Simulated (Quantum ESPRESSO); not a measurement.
Kohn-Sham bands of RbMgF₃ (cubic perovskite)

```yaml
crystal:
  lattice:
    - [4.05693, 0.00000, 0.00000]
    - [0.00000, 4.05693, 0.00000]
    - [0.00000, 0.00000, 4.05693]
  atoms:
    - { symbol: Rb, position: [0.00000, 0.00000, 0.00000] }
    - { symbol: Mg, position: [0.50000, 0.50000, 0.50000] }
    - { symbol: F, position: [0.00000, 0.50000, 0.50000] }
    - { symbol: F, position: [0.50000, 0.00000, 0.50000] }
    - { symbol: F, position: [0.50000, 0.50000, 0.00000] }
```

Cell from Materials Project (mp-8402), symmetrised, no further relaxation. Not found in the COD (Crystallography Open Database) copy used; not checked further. Level: PBEsol, spinors with spin-orbit coupling; pw.x of Quantum ESPRESSO at 68 Ry with PseudoDojo potentials, 6×6×6 k-points, Wannier90. Density: 8×8×8 mesh, cold smearing 0.01 Ry.

Task: List the Kohn-Sham levels between −8 and 10.2 eV relative to the valence-band maximum at the high-symmetry points, as a band run of pw.x on that density gives them (levels within 2 meV counted together).

Result: 
```tsv
point	k (reciprocal lattice)	levels (eV)
Γ	0.000 0.000 0.000	-6.75 (×2), -5.95 (×4), -2.17 (×2), -2.11 (×4), -0.62 (×4), -0.59 (×2), -0.26 (×2), -0.15 (×4), 7.17 (×2), 9.68 (×4)
X	0.000 0.500 0.000	-6.64 (×2), -5.82 (×2), -5.74 (×2), -2.23 (×2), -2.21 (×2), -2.09 (×2), -1.31 (×2), -0.86 (×2), -0.70 (×2), -0.63 (×2), -0.55 (×2), -0.51 (×2), 9.99 (×2)
M	0.500 0.500 0.000	-6.80 (×2), -6.10 (×2), -5.71 (×2), -3.03 (×2), -1.99 (×2), -1.83 (×2), -1.10 (×2), -1.02 (×2), -1.01 (×2), -0.58 (×2), -0.55 (×2), -0.03 (×2)
R	0.500 0.500 0.500	-7.13 (×2), -6.40 (×4), -3.79 (×2), -1.12 (×2), -1.09 (×4), -0.97 (×4), -0.03 (×2), 0.00 (×4), 10.02 (×4), 10.03 (×2)
```
